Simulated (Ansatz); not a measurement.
Starting cell, Tl (hcp, Mg type):

```xyz
4
Lattice="7.2166 0.0000 0.0000 -1.8041 3.1249 0.0000 0.0000 0.0000 5.5742" Properties=species:S:1:pos:R:3 pbc="T T T"
Tl     0.0000     2.0832     4.1807
Tl     3.6083     2.0832     4.1807
Tl     1.8041     1.0416     1.3936
Tl     5.4124     1.0416     1.3936
```

In this cell atom 1 (Tl, nearest neighbour Tl at 3.480 Å; its periodic images, 3.6 Å or more away, move with it) is moved by s along Cartesian z, unit vector (0.000, 0.000, 1.000); all other atoms and the cell stay fixed.

All values below come from PBE (plane waves to 420 eV, PAW, scalar-relativistic; Ansatz, a program for electronic structure). k mesh 6×12×7 (Γ-centred), Fermi-Dirac smearing 0.05 eV. The energy includes the smearing's −TS. Compression counts positive. With partly filled bands, energies and forces of such displacements shift with the k mesh and the smearing. F∥ is the force on the atom along that direction. F⊥ is the part of the force across the line. Spin-orbit coupling is left out, though Tl is heavy. The relaxed volume of Tl is well above the measured one; the method has no dispersion term. Tl was relaxed with its symmetry unable to fall. ΔE is measured from the undisplaced structure.

```csv
s (Å),ΔE (meV/cell),|F⊥| (eV/Å),F∥ (eV/Å),P (GPa)
-0.350,132,0.014,0.776,0.6
-0.280,84,0.009,0.607,0.4
-0.210,47,0.005,0.451,0.2
-0.140,21,0.002,0.298,0.1
-0.070,5,0.001,0.149,0.0
0.000,0,0.000,0.000,0.0
0.070,5,0.001,-0.149,0.0
0.140,21,0.002,-0.298,0.1
0.210,47,0.005,-0.451,0.2
0.280,84,0.009,-0.607,0.4
0.350,132,0.014,-0.776,0.6
```

Key numbers:

| Item | Value |
|---|---|
| Energy at s = 0.350 Å | 132 meV/cell |
| Force along the line at s = -0.350 Å | 0.776 eV/Å |
| Symmetry of the curve | even: the same for both signs |
| Shape of the curve | a single well with its minimum at or next to zero displacement |
| Force constant k = d²E/ds² at s = 0 (finite differences) | 2.12 eV/Å² |
| Harmonic estimate at the end of the scan | ½ks² = 130 meV/cell against the computed 132 meV/cell, so the well is close to harmonic there |

(A displaced cell: forces are minus the slopes of the energy, force constants its curvatures, and phonons follow from these.)
